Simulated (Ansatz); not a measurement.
# Zincblende alloy of AlP and GaP (10 of 32 Al sites exchanged), 64 atoms

The calculation used Ansatz 0.2.0, DFT, PBEsol, PAW, plane waves.

Command:

```sh
ansatz run in.yaml --threads 8 --pin off --max-ram 118750MiB --runs-dir r --events-out ev --progress --plain --backend cuda --devices 0, --max-vram 170GiB
```

The input less its lattice and atoms:

```yaml
crystal:
  symmetry: { detect: false }
kpoints:
  mp_grid: { grid: [1, 1, 1], shift: [0.25, 0.25, 0.25] }
hamiltonian:
  xc: pbesol
scf:
  occupations: { method: fermi_dirac, width: 0.01 }
relax:
  f_tol: 0.03
  max_steps: 80
  escape_saddle: false
  adjacent_minimum: "off"
  cell: { fix: [shape] }
output:
  forces: true
  eigenvalues: true
  populations: true
```

Start:

```
Ga Al P
1.0
    10.92046    0.00000    0.00000
     0.00000   10.92046    0.00000
     0.00000    0.00000   10.92046
Ga Al P
10 22 32
Direct
  0.99765 0.00211 0.00558
  0.50334 0.49988 0.00113
  0.25251 0.74914 0.49934
  0.74913 0.24944 0.00208
  0.75104 0.99887 0.24917
  0.75085 0.99986 0.74949
  0.74832 0.49741 0.24899
  0.99588 0.74967 0.24705
  0.50110 0.24763 0.25020
  0.49986 0.74882 0.75360
  0.00098 0.00042 0.49843
  0.99867 0.49870 0.00056
  0.99711 0.50282 0.49845
  0.49920 0.00372 0.99909
  0.49759 0.00080 0.49889
  0.50110 0.50182 0.50066
  0.24983 0.25066 0.00111
  0.25275 0.24879 0.49702
  0.25157 0.74894 0.99997
  0.74931 0.24611 0.50020
  0.74947 0.74824 0.00151
  0.75108 0.74780 0.49882
  0.25131 0.99841 0.24886
  0.24797 0.00075 0.74943
  0.24937 0.49963 0.24960
  0.24999 0.49701 0.75210
  0.74845 0.50121 0.75171
  0.00107 0.24854 0.25183
  0.00015 0.24755 0.74877
  0.99865 0.74831 0.74966
  0.50032 0.24972 0.75017
  0.50007 0.75126 0.25211
  0.12224 0.12556 0.12284
  0.12580 0.12253 0.62212
  0.12048 0.62363 0.12255
  0.12319 0.62473 0.62327
  0.62589 0.12403 0.12310
  0.62498 0.12707 0.62326
  0.62328 0.62408 0.12282
  0.62637 0.62416 0.62326
  0.37373 0.37445 0.12300
  0.37288 0.37350 0.62277
  0.37338 0.87706 0.12577
  0.37614 0.87835 0.62635
  0.87352 0.37400 0.12502
  0.87402 0.37601 0.62814
  0.87598 0.87554 0.12636
  0.87653 0.87428 0.62526
  0.37310 0.12372 0.37268
  0.37208 0.12616 0.87550
  0.37663 0.62888 0.37555
  0.37885 0.62643 0.87334
  0.87186 0.12390 0.37269
  0.87713 0.12473 0.87140
  0.87480 0.62237 0.37372
  0.87645 0.62701 0.87491
  0.12395 0.36998 0.37654
  0.12434 0.37301 0.87333
  0.12344 0.87415 0.37404
  0.12552 0.87302 0.87501
  0.62437 0.37427 0.37361
  0.62645 0.37644 0.87405
  0.62841 0.87447 0.37412
  0.62440 0.87333 0.87428
```

Steps:

| step | energy less the first (eV) | largest force component (eV/Å) | pressure (GPa) |
| --- | --- | --- | --- |
| start | 0.000 | 0.839 | 0.16 |
| 1 | -0.374 | 0.298 | 0.09 |
| 2 | -0.422 | 0.012 | -0.02 |
| 3 | -0.423 | 0.012 | -0.02 |

A structure on the way, about -0.37 eV from the start:

```xyz
64
Lattice="10.9198 0.0000 0.0000 0.0000 10.9198 0.0000 0.0000 0.0000 10.9198" Properties=species:S:1:pos:R:3 pbc="T T T"
Ga   10.9165    0.0060    0.0275
Ga    5.4802    5.4613    0.0062
Ga    2.7372    8.1833    5.4576
Ga    8.1869    2.7314    0.0151
Ga    8.1990   10.9154    2.7313
Ga    8.1976   10.9112    8.1917
Ga    8.1845    5.4420    2.7247
Ga   10.9076    8.1971    2.7079
Ga    5.4774    2.7242    2.7266
Ga    5.4513    8.1827    8.2153
Al    0.0073   10.9095    5.4541
Al   10.9126    5.4608   10.9174
Al   10.9085    5.4776    5.4496
Al    5.4521    0.0091   10.9069
Al    5.4462   10.9090    5.4588
Al    5.4604    5.4681    5.4633
Al    2.7359    2.7317   10.9167
Al    2.7432    2.7262    5.4410
Al    2.7291    8.1883   10.9041
Al    8.1833    2.7104    5.4637
Al    8.1813    8.1787   10.9151
Al    8.1841    8.1799    5.4533
Al    2.7358   10.8996    2.7173
Al    2.7100   10.9094    8.1816
Al    2.7263    5.4537    2.7207
Al    2.7191    5.4417    8.1875
Al    8.1754    5.4484    8.1933
Al    0.0084    2.7276    2.7362
Al   10.9099    2.7153    8.1891
Al   10.9091    8.1862    8.1837
Al    5.4611    2.7261    8.1838
Al    5.4521    8.1899    2.7404
P     1.3583    1.3662    1.3547
P     1.3649    1.3577    6.8108
P     1.3524    6.8191    1.3526
P     1.3588    6.8269    6.8148
P     6.8298    1.3521    1.3495
P     6.8259    1.3609    6.8201
P     6.8186    6.8174    1.3618
P     6.8203    6.8207    6.8232
P     4.0969    4.0911    1.3521
P     4.0877    4.0881    6.8115
P     4.0900    9.5533    1.3615
P     4.0969    9.5534    6.8318
P     9.5517    4.0948    1.3619
P     9.5536    4.0970    6.8280
P     9.5506    9.5579    1.3642
P     9.5512    9.5493    6.8207
P     4.0950    1.3566    4.0748
P     4.0850    1.3631    9.5447
P     4.0901    6.8350    4.0975
P     4.1036    6.8182    9.5428
P     9.5473    1.3607    4.0899
P     9.5525    1.3546    9.5556
P     9.5550    6.8218    4.0784
P     9.5531    6.8287    9.5444
P     1.3630    4.0823    4.0975
P     1.3601    4.0877    9.5503
P     1.3634    9.5442    4.0886
P     1.3554    9.5478    9.5533
P     6.8219    4.0954    4.0896
P     6.8211    4.0913    9.5576
P     6.8340    9.5529    4.0822
P     6.8202    9.5507    9.5458
```

End:

```xyz
64
Lattice="10.9237 0.0000 0.0000 0.0000 10.9237 0.0000 0.0000 0.0000 10.9237" Properties=species:S:1:pos:R:3 pbc="T T T"
Ga   10.9166   10.9207    0.0018
Ga    5.4656    5.4553   10.9226
Ga    2.7309    8.1919    5.4615
Ga    8.1884    2.7255    0.0035
Ga    8.1957    0.0004    2.7234
Ga    8.1932   10.9222    8.1980
Ga    8.1938    5.4600    2.7258
Ga   10.9233    8.1960    2.7290
Ga    5.4729    2.7321    2.7236
Ga    5.4607    8.1892    8.1916
Al   10.9156   10.9146    5.4592
Al   10.9148    5.4592   10.9198
Al    0.0001    5.4599    5.4530
Al    5.4587   10.9193   10.9175
Al    5.4636   10.9152    5.4549
Al    5.4533    5.4589    5.4541
Al    2.7311    2.7266   10.9183
Al    2.7309    2.7228    5.4534
Al    2.7244    8.1866   10.9160
Al    8.1891    2.7238    5.4576
Al    8.1899    8.1874   10.9191
Al    8.1843    8.1872    5.4565
Al    2.7307   10.9182    2.7241
Al    2.7244   10.9125    8.1887
Al    2.7282    5.4592    2.7244
Al    2.7320    5.4583    8.1839
Al    8.1822    5.4545    8.1925
Al   10.9168    2.7254    2.7248
Al   10.9207    2.7244    8.1893
Al   10.9157    8.1913    8.1863
Al    5.4610    2.7230    8.1914
Al    5.4575    8.1866    2.7265
P     1.3619    1.3619    1.3613
P     1.3644    1.3587    6.8216
P     1.3571    6.8253    1.3625
P     1.3648    6.8292    6.8205
P     6.8269    1.3579    1.3606
P     6.8285    1.3570    6.8277
P     6.8255    6.8188    1.3640
P     6.8184    6.8213    6.8240
P     4.1002    4.0914    1.3608
P     4.0972    4.0881    6.8213
P     4.0954    9.5511    1.3580
P     4.0967    9.5500    6.8251
P     9.5500    4.0929    1.3619
P     9.5557    4.0958    6.8243
P     9.5547    9.5554    1.3636
P     9.5467    9.5557    6.8258
P     4.1027    1.3646    4.0857
P     4.0930    1.3594    9.5530
P     4.0884    6.8278    4.0944
P     4.0997    6.8197    9.5548
P     9.5555    1.3603    4.0918
P     9.5526    1.3607    9.5628
P     9.5583    6.8279    4.0873
P     9.5537    6.8236    9.5527
P     1.3654    4.0913    4.0906
P     1.3642    4.0963    9.5569
P     1.3662    9.5533    4.0964
P     1.3544    9.5552    9.5575
P     6.8294    4.0976    4.0895
P     6.8233    4.0860    9.5620
P     6.8302    9.5560    4.0831
P     6.8260    9.5556    9.5521
```

The run converged.

Time: 3.2 s of wall time on one NVIDIA GB200 with 8 processor threads, on a host shared with other runs; peak host memory 1.9 GiB.

**Question.** How much energy did the relaxation gain, and which atom moved most?

**Answer.** 0.42 eV in 3 steps, from a start with small random displacements; atom 1 (Ga) moved 0.07 Å, the median atom 0.03 Å (drift of the whole cell removed).
